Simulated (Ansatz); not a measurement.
What a change of settings does: YSe

First run: DFT, PBEsol, all-electron LAPW, scalar-relativistic (Ansatz 0.2.0).

Command: `ansatz run input.yaml --threads 1 --pin off --max-ram 2048MiB --backend cpu --events-out ev --progress --plain --runs-dir out` It took 39 s on 1 thread of Intel(R) Xeon(R) 6975P-C (Granite Rapids) (shared host), peak memory 0.5 GiB.

```yaml
crystal:
  lattice:
    - [0.0, 2.8515, 2.8515]
    - [2.8515, 0.0, 2.8515]
    - [2.8515, 2.8515, 0.0]
  atoms:
    - { symbol: "Y", position: [0.41, 0.41, 0.59] }
    - { symbol: Se, position: [0.09, 0.09, -0.09] }
kpoints:
  mp_grid: { grid: [7, 7, 7] }
scf:
  occupations: { method: fermi_dirac, width: 0.03 }
hamiltonian:
  xc: pbesol
  pseudopotentials: { kind: all_electron, lapw: { basis_error: 0.001 } }
output:
  forces: true
  stress: true
  eigenvalues: true
  populations: true
```

The cell is entry 1538958 of the Crystallography Open Database, unrelaxed.

This run: one bond, the shortest of the undistorted cell, set to 1.825 Å.

It converges in 10 SCF iterations at a pressure of 66.4 GPa, largest force 33.681 eV/Å.

The input is then changed:

```diff
 scf:
-  occupations: { method: fermi_dirac, width: 0.03 }
+  occupations: { method: tetrahedron }
 hamiltonian:
```

**Question.** Predict the outcome of the changed run.

**Answer.** It converges in 10 SCF iterations, largest force 33.643 eV/Å, free energy -7.5 meV/atom against the first run's. Results part of its log:
```
Warning: output.forces, output.stress, relax.cell or npt_langevin: where a Kohn–Sham band that disperses or a degenerate level is filled in part under the method tetrahedron, the forces or the stress that this run publishes need not agree with its energy (scf.occupations.method in the input reference, under Limitations); prefer a smearing scheme for the forces or the stress
SCF 1 converged in 10 iterations: F = -158140.974566 eV  dr2 = 1.27e-8
SCF converged after 10 iterations
Stability not checked: this state was not tested for a lower state beside it, because cold or Methfessel-Paxton smearing, or corrected tetrahedra, fill the levels in a way that the test cannot read (fill_not_monotonic; see scf.lower_state_search)
Free energy (F): -158140.974566 eV
Harris-Foulkes:  -158140.974566 eV  (|F-HF|=1.40e-9)
Internal energy: -158140.974680 eV  (E = F + TS)
E sigma→0 (E₀):  -158140.974566 eV
Entropy (-TS):   0.000114 eV (0.057 meV/atom)
Fermi energy:    13.844478 eV
--- Per-component energies (eV) ---
  E_band       = -5218.239128
  E_kinetic    = 162628.076169
  E_xc         = -5290.659916
  E_electrostatic = -315478.390932  (all electrons and nuclei)
  E_smearing   = 0.000114  (= −TS)
  E_closure    = 0.000000  (closes the sum)
[... lines left out ...]
  atom   2  Se    -0.00000000     0.00000000   -33.64318255
  max |Σ_I F_I| component: 8.65e-6 eV/Å
--- Stress (GPa, compression-positive) ---
       -4.531332       0.000000       0.000000
        0.000000      -4.531332       0.000000
        0.000000       0.000000     207.960968
  P = ⅓ Tr σ = 66.2994 GPa (662.994 kbar)
--- Band table (eV; the first three rows and the last of 40) ---
  k-point 0: bands = ["-348.5715", "-266.5515", "-266.5051", "-266.5051", "-195.5171", "-135.3313", "-135.1287", "-135.1287", "-131.3964", "-131.3964", "-131.3957", "-131.3614", "-131.3542", "-36.0300", "-35.7525", "-35.7525", "-35.5627", "-35.5561", "-29.2351", "-11.1338", "-9.0057", "-9.0057", "-0.3125", "8.6572", "8.6572", "10.6739", "14.2972", "14.5359", "15.1641", "17.2180", "17.2180", "18.5986"]
  k-point 1: bands = ["-348.5715", "-266.5515", "-266.5051", "-266.5051", "-195.5171", "-135.3313", "-135.1287", "-135.1287", "-131.3964", "-131.3964", "-131.3957", "-131.3613", "-131.3542", "-36.0303", "-35.7524", "-35.7524", "-35.5627", "-35.5561", "-29.2300", "-11.1710", "-9.0449", "-9.0161", "-0.1252", "8.3864", "8.7258", "10.5814", "14.1622", "14.6824", "14.8167", "17.3744", "18.0735", "19.4128"]
  k-point 2: bands = ["-348.5715", "-266.5515", "-266.5051", "-266.5051", "-195.5171", "-135.3313", "-135.1287", "-135.1287", "-131.3964", "-131.3964", "-131.3957", "-131.3614", "-131.3542", "-36.0308", "-35.7523", "-35.7522", "-35.5627", "-35.5560", "-29.2185", "-11.2555", "-9.1258", "-9.0393", "0.3038", "7.7880", "8.8426", "10.5269", "13.7850", "14.7963", "15.2769", "18.2007", "18.9115", "19.3451"]
  k-point 39: bands = ["-348.5715", "-266.5515", "-266.5051", "-266.5051", "-195.5171", "-135.3313", "-135.1287", "-135.1287", "-131.3964", "-131.3964", "-131.3957", "-131.3613", "-131.3542", "-36.0327", "-35.7518", "-35.7518", "-35.5626", "-35.5562", "-29.1924", "-11.4972", "-9.1637", "-9.1359", "0.7938", "9.2927", "9.7549", "10.7504", "12.4362", "13.4281", "15.8091", "16.4327", "17.2828", "18.2428"]
--- Löwdin populations: 2 sites ---
  site symbol       q [e]
     0      Y     39.1664
     1     Se     33.7140
  spilling = 0.001638 (of n_electrons = 73.000000)
```
